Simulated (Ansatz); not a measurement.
Relaxed GaSb (zinc blende):

```xyz
4
Lattice="0.0000 6.1324 6.1324 3.0662 0.0000 3.0662 3.0662 3.0662 0.0000" Properties=species:S:1:pos:R:3 pbc="T T T"
Sb     4.5993     4.5993     4.5993
Sb     4.5993     7.6656     7.6656
Ga     0.0000     0.0000     0.0000
Ga     3.0662     6.1324     3.0662
```

In this cell atom 2 (Sb, nearest neighbour Ga at 2.655 Å; its periodic images, 4.3 Å or more away, move with it) is moved by s towards the nearest neighbour, unit vector (-0.577, -0.577, 0.577); all other atoms and the cell stay fixed.

Computed with r2SCAN (plane waves to 500 eV, PAW, scalar-relativistic; Ansatz, an electronic-structure program). k mesh 11×11×11 (Γ-centred), Fermi-Dirac smearing 0.05 eV. The energy includes the smearing's −TS. GaSb was relaxed with its symmetry unable to fall. Spin-orbit coupling is left out, though Sb is heavy. The zero of ΔE is the undisplaced structure.

| s (Å) | ΔE (meV/cell) |
|---|---|
| -0.270 | 239 |
| -0.216 | 161 |
| -0.162 | 96 |
| -0.108 | 45 |
| -0.054 | 12 |
| 0.000 | 0 |
| 0.054 | 13 |
| 0.108 | withheld |
| 0.162 | 128 |
| 0.216 | 239 |
| 0.270 | 393 |

Question: Fit a polynomial form (powers 2, 3, 4) to the given rows and predict ΔE at s = 0.108.

Answer: Least squares on the 10 given rows: ΔE = (4222)·s² + (3898)·s³ + (1526)·s⁴, in meV/cell with s in Å; root-mean-square residual 0.4 meV/cell. At 0.108 the fit gives 54 meV/cell; the calculation gives 54 meV/cell, the same to the digits shown. The quadratic term alone would give 49 meV/cell.

(For displaced atoms, the force is minus the slope of the energy, and its curvature is a force constant, which sets phonon frequencies.)
